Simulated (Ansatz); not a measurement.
Compressing Ti3Al: a fit and a missing row

Ti3Al, Fm-3m, a = 6.461 Å. The structure is a Materials Project entry; whether it is the stable form wasn't checked. Ansatz: r2SCAN, PAW, 500 eV, Γ-centred 12×12×12 mesh on 4 atoms, Gaussian smearing 0.10 eV; collinear spin, largest moment 1.4 μB. Symmetry fixes shape and atoms, so the cell is only scaled; pressure is positive in compression.

```
V (Å³/atom) P (GPa)
     14.832        ?
     15.338    12.81
     15.844     7.91
     16.349     3.67
     16.855     0.00
     17.360    -3.18
     17.866    -5.94
     18.540    -9.03
```

Task: Take V0 = 16.855 Å³/atom, fit the third-order Birch–Murnaghan form to the other rows, and predict the missing pressure.

Result: With the Eulerian strain f = ½[(V0/V)^(2/3) − 1] and y = P/[3f(1 + 2f)^(5/2)], the form is the line y = B0 + 1.5 B0 (B0′ − 4) f. Rows (f, y): 0.03245, 112.4; 0.02105, 113.0; 0.01026, 113.3; -0.00974, 114.3; -0.01905, 114.5; -0.03077, 114.7. Means f = 0.0007000, y = 113.70; Σ(Δf)² = 0.003003, ΣΔfΔy = -0.1129; the slope is their ratio. y = 113.7 − 37.59 f GPa, so B0 = 113.7 GPa and B0′ = 4 + 2 × (-37.59)/(3 × 113.7) = 3.78. At V = 14.832, f = 0.04449, y = 112.03 and P = 18.50 GPa. The run gave 18.45 GPa, so the fit is 0.05 GPa too high, a small miss on the scale of the series. Note that the largest moment runs from 1.23 to 1.45 μB along the series.

The largest moment runs from 1.23 to 1.45 μB along the series, so B0 and B0′ hold the change of the moment too.

The state reached may not be the lowest one.